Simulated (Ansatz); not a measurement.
**Computed frozen-phonon scan: TaSi2 (CrSi2 type, space group P6_222)**

Relaxed TaSi2 (CrSi2 type, space group P6_222):

```
TaSi2
1.0
    4.80299     0.00000     0.00000
   -2.40149     4.15951     0.00000
    0.00000     0.00000     6.60342
Ta Si
3 6
Direct
  0.50000   0.00000   0.00000
  0.50000   0.50000   0.33333
  0.00000   0.50000   0.66667
  0.15903   0.31806   0.00000
  0.84097   0.15903   0.33333
  0.68194   0.84097   0.66667
  0.84097   0.68194   0.00000
  0.15903   0.84097   0.33333
  0.31806   0.15903   0.66667
```

The atoms are displaced by Q × the pattern below (from a DFPT mode at Γ, largest move 1; Q in Å), at fixed cell.

```json
[
 {"atom": "Ta1", "x": "0.000", "y": "-0.227", "z": "0.000"},
 {"atom": "Ta2", "x": "-0.197", "y": "0.114", "z": "0.000"},
 {"atom": "Ta3", "x": "0.197", "y": "0.114", "z": "0.000"},
 {"atom": "Si4", "x": "0.000", "y": "1.000", "z": "0.000"},
 {"atom": "Si5", "x": "0.866", "y": "-0.500", "z": "0.000"},
 {"atom": "Si6", "x": "-0.866", "y": "-0.500", "z": "0.000"},
 {"atom": "Si7", "x": "0.000", "y": "1.000", "z": "0.000"},
 {"atom": "Si8", "x": "0.866", "y": "-0.500", "z": "0.000"},
 {"atom": "Si9", "x": "-0.866", "y": "-0.500", "z": "0.000"}
]
```

Level of theory: PBE (plane waves to 420 eV, PAW, scalar-relativistic; Ansatz, an electronic-structure program). k mesh 11×11×7 (Γ-centred), Fermi-Dirac smearing 0.05 eV. The energy includes the smearing's −TS. Stress and pressure are positive under compression. With partly filled bands, energies and forces of such displacements shift with the k mesh and the smearing. Spin-orbit coupling is left out, though Ta is heavy. TaSi2 is run without spin polarisation. TaSi2 was relaxed with its symmetry unable to fall. The zero of ΔE is the undisplaced structure.

```tsv
Q (Å)	ΔE (meV/cell)	P (GPa)	−dE/dQ from forces (eV/Å)
-0.280	1832	5.4	13.891
-0.233	1248	3.7	11.166
-0.187	786	2.4	8.666
-0.140	436	1.3	6.339
-0.093	192	0.6	4.147
-0.047	48	0.1	2.050
0.000	0	0.0	0.000
0.047	48	0.1	-2.050
0.093	192	0.6	-4.147
0.140	436	1.3	-6.339
0.187	786	2.4	-8.666
0.233	1248	3.7	-11.166
0.280	1832	5.4	-13.891
```

Read from the data:

The energy at Q = 0.280 Å is 1832 meV/cell. Space group of the distorted cell: P3_212 (No. 153), lowered from P6_222. Symmetry of the curve: even: the same for both signs. Shape of the curve: a single well with its minimum at or next to zero displacement. Harmonic wavenumber from the curvature (finite differences): 246 cm⁻¹.

(For displaced atoms, the force is minus the slope of the energy, and its curvature is a force constant, which sets phonon frequencies.)
